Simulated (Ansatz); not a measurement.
# Kick test of a cell of Mg2GeN3

The structure comes from a generated guess, relaxed at this level; another structure or a mixture of phases may lie lower.

Level of theory: Ansatz 0.2.0, DFT PBE, scalar-relativistic, plane waves, PAW. Cutoff 420 eV; k points 12×12×4 on the computed 6-atom cell (Γ-centred); Gaussian smearing, width 0.10 eV; no spin polarisation.

The cell below (6 atoms, space group P-3m1 (No. 164)) is relaxed within its symmetry.

```xyz
6
Lattice="3.0032 0.0000 0.0000 -1.5016 2.6009 0.0000 0.0000 0.0000 7.7285" Properties=species:S:1:pos:R:3 pbc="T T T"
Mg    0.0000    1.7339    5.1581
Mg    1.5016    0.8670    2.5704
Ge    0.0000    0.0000    0.0000
N     0.0000    1.7339    1.1115
N     1.5016    0.8670    6.6170
N     0.0000    0.0000    3.8643
```

For the test a repeat of it with 12 atoms (edges 3.00, 5.20, 7.73 Å) was strained at random (σ = 1.5 % a component), the atoms were moved at random (σ = 0.10 Å), and all was relaxed again on a coarse 8×4×4 mesh (in the run’s order of axes) with 0.20 eV smearing, with no symmetry imposed.

An odd number of electrons in the primitive cell allows no gap without spin; a larger cell or a magnetic state could open one. The cell is a metal run without spin; a magnetic state may lie lower.

Q: Does it come back?

A: It returns, within 1 meV/atom of the unmoved cell on that mesh and with the same symmetry when read at 0.1 Å (C2/m at 0.01 Å, so small strains and shifts remain). So it is stable against the distortions that fit this cell and that this random move excites. Modes that don't fit the cell aren't tested.
